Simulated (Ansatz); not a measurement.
Values for one crystal, relaxed and computed with the program Ansatz at the r²SCAN level (PAW); other levels are named.

- Volume per atom = 32.13 Å³
- Band gap = 0.68 eV (indirect)
- Formation energy from the elements (no fitted shifts) = -1485 meV/atom
- Valence-band maximum = at Γ
- Hole effective mass = 0.13, 0.36, 0.95 mₑ (principal values)
- Electron effective mass = 0.24, 1.1, 2.2 mₑ (principal values)
- Conduction-band minimum = at Y2 (k = 0.500, 0.500, 0.000)

Which compound is it?
A) RbSc5Te8, C2/m (Pearson symbol mS28)
B) Rb2NaInCl6, Fm-3m (Rb on 8c, Na on 4b, In on 4a, Cl on 24e)
C) K2TeOF4, Cmcm (Pearson symbol oS32)
D) Rb3FeF6, Fm-3m (Rb on 8c, Rb on 4b, Fe on 4a, F on 24e)

A, RbSc5Te8, C2/m (Pearson symbol mS28)

The workflow started from a Materials Project entry (that database holds measured and hypothetical structures alike); the Crystallography Open Database copy checked does not list it. Its standing as an ambient phase is unchecked. Symmetry was held in the r²SCAN relaxation; whether a distortion lowers the energy is not shown. No spin polarisation was allowed. The references are the lowest solids computed at this level, not always the standard phases. Scalar-relativistic: spin–orbit coupling is off unless named, which matters more the heavier the elements.

Potentials: the later of the program's two PAW sets.
